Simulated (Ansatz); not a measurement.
## FeGe: gradients before and after relaxing the atoms

Start: a COD entry, taken as it stands.

```
Fe Ge
1.0
     4.68900    0.00000    0.00000
     0.00000    4.68900    0.00000
     0.00000    0.00000    4.68900
Fe Ge
4 4
Direct
  0.13500 0.13500 0.13500
  0.36500 0.86500 0.63500
  0.63500 0.36500 0.86500
  0.86500 0.63500 0.36500
  0.84200 0.84200 0.84200
  0.65800 0.15800 0.34200
  0.34200 0.65800 0.15800
  0.15800 0.34200 0.65800
```

Sites (sets of like atoms) are named by element and the number of their first atom in this list.

Level of theory: DFT, PBE, plane waves and PAW, scalar-relativistic, collinear spin, 420 eV cutoff, Γ-centred 7×7×7 k-points, Fermi–Dirac smearing 0.05 eV (Ansatz 0.2.0). Start moments as typed (μB): 3 on each Fe, none on the rest.

The largest force at the start is 0.076 eV/Å. Relaxing the ions at fixed cell moves them by 0.011 Å at most (atom 1, Fe) and 0.009 Å rms.

```csv
site,atom,moved (Å),first shell before,first shell after,V_zz before (10²¹ V/m²),η before
Fe,1,0.011,"7 Ge at 2.38–2.64 Å, 6 Fe at 2.87 Å","7 Ge at 2.37–2.65 Å, 6 Fe at 2.87 Å",-0.37,0.00
Ge,5,0.005,"7 Fe at 2.38–2.64 Å, 6 Ge at 2.90 Å","7 Fe at 2.37–2.65 Å, 6 Ge at 2.91 Å",-8.20,0.00
```

Task: How do the gradients change?

Result: 

```csv
site,atom,V_zz after,η after,change of V_zz
Fe,1,-0.32,0.00,+0.05
Ge,5,-8.56,0.00,-0.36
```

The largest change of V_zz is on Ge, from -8.20 to -8.56. In per cent, |V_zz| changes by +4 on Ge (all sites that start above 2).

With no gap above 0.1 eV, as in a metal, the gradients converge slowly in k; expect changes of a tenth or more on a denser mesh. With these PAW files V_zz is typically within 2 to 3 % of all-electron values, but misses above 10 % occur on Fe. The run lost most of its start moments on Fe; a state with other moments may lie lower. The magnetic order is the one that the run reached from its start moments, not necessarily the measured one.
